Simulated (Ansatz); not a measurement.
One crystal and one scan (generalised stacking-fault energy along a line) at two levels, PBE (plane waves to 420 eV, PAW, scalar-relativistic; Ansatz, a first-principles code) and r2SCAN (plane waves to 500 eV, PAW, scalar-relativistic; Ansatz), each from its own relaxed cell and on its own mesh.

The crystal is ZnS (zinc blende); the crystal slips on the {111} plane, glide cut by s times a lattice vector of 6.67 Å, atoms relaxing along the normal only, γ being the energy change per area.

Energies are extrapolated to zero smearing. ZnS was relaxed with its symmetry unable to fall. Faults lie only 9.3 Å apart, and holding the cell height raises γ above its relaxed value. Faults lie only 9.4 Å apart, and holding the cell height raises γ above its relaxed value. Some relaxations began with atoms very close together and may have settled on another branch. Both scans cover s from 0.000 to 0.917.

```tsv
quantity	run 1	run 2
Lattice constant a (Å)	5.389	5.443
Band gap of the relaxed cell, no spin-orbit coupling (eV)	2.70	2.02
Highest computed γ on the line (J/m²)	4.69	4.20
Lower barrier from zero shift into that minimum (unstable fault energy, highest computed point) (mJ/m²)	815	727
Steepest slope dγ/d(shift) before the first maximum (spline) (GPa)	38	34
```

Which run is which level?

Run 2 is PBE, run 1 is r2SCAN. PBE gives the higher value for: lattice constant a. PBE gives the lower value for: band gap of the relaxed cell, no spin-orbit coupling; highest computed γ on the line; lower barrier from zero shift into that minimum; steepest slope dγ/d(shift) before the first maximum. Both give the same position of the highest point: s = 0.333. Neither level is exact: the differences show how much the result hangs on the functional.

(The slope of γ gives the shear force per area between the displaced halves; near zero shift its curvature is an elastic stiffness.)
